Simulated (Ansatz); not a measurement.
Here is an unrelaxed guess for SbO4.

```
Sb O
1.0
     3.36730    0.00000    0.00000
    -1.68365    2.91616    0.00000
     0.00000    0.00000    8.07098
Sb O
1 4
Direct
  0.00000 0.00000 0.50000
  0.33333 0.66667 0.50000
  0.66667 0.33333 0.70470
  0.66667 0.33333 0.29530
  0.33333 0.66667 0.00000
```

These are results of DFT PBE, scalar-relativistic, plane waves, PAW in Ansatz, not measurements. Settings: cutoff 420 eV, Γ-centred mesh 6×6×2 on the computed 5-atom cell, Gaussian smearing of 0.10 eV; no spin polarisation.

Formation energies are uncorrected and refer to the elements' standard structures at the same level (O₂ as a molecule).

Question: Estimate its pressure, forces and energy as it stands.

Answer: The pressure is -1.5 GPa (the mean over three directions, positive in compression), the largest force is 2.24 eV/Å, and the energy is +1.18 eV/atom against the elements. The shortest distance is 1.94 Å.

Question: Is it a good guess?

Answer: A rough one: relaxing gains about 0.45 eV/atom (the start's value is from the coarse mesh, so the gain is rough) in 21 ionic steps and ends at +0.73 eV/atom on the finer mesh. The symmetry stays P-6m2 (No. 187). The volume per atom shrinks by 28.2 %, from 15.9 to 11.4 Å³. The shortest distance goes from 1.94 Å (Sb–O) to 2.04 Å (Sb–O). The ratio c/a of the conventional cell changes by a factor of 0.62. Conventional cell: a = 3.533 Å, c = 5.262 Å. Sb has 3 O at 2.04 Å and 6 O at 2.38 Å; around O on a site of symmetry -6m2 lie 3 Sb at 2.04 Å, 6 O at 2.38 Å and 2 O at 2.63 Å; O on a site of symmetry 3m is surrounded by 7 O at 2.38–2.47 Å, 3 Sb at 2.38 Å and 1 O at 2.79 Å; 1 more site not described.

The last run used a 12×12×8 mesh (in the run's order of axes) for its 5-atom cell and Gaussian smearing of 0.10 eV. Spin–orbit coupling, which can matter for Sb, is left out. An odd number of electrons in the primitive cell allows no gap without spin; a larger cell or a magnetic state could open one. The cell is a metal run without spin; a magnetic state may lie lower. The relaxation can't lower the symmetry of the start, and the grade says only how near the guess is to its own end. Symmetry constrained the relaxation, so the result can be a saddle point. Another cell of SbO4 relaxed alike, in P6/mmm, lies 0.68 eV/atom lower, so this cell isn't the stable form at this level.
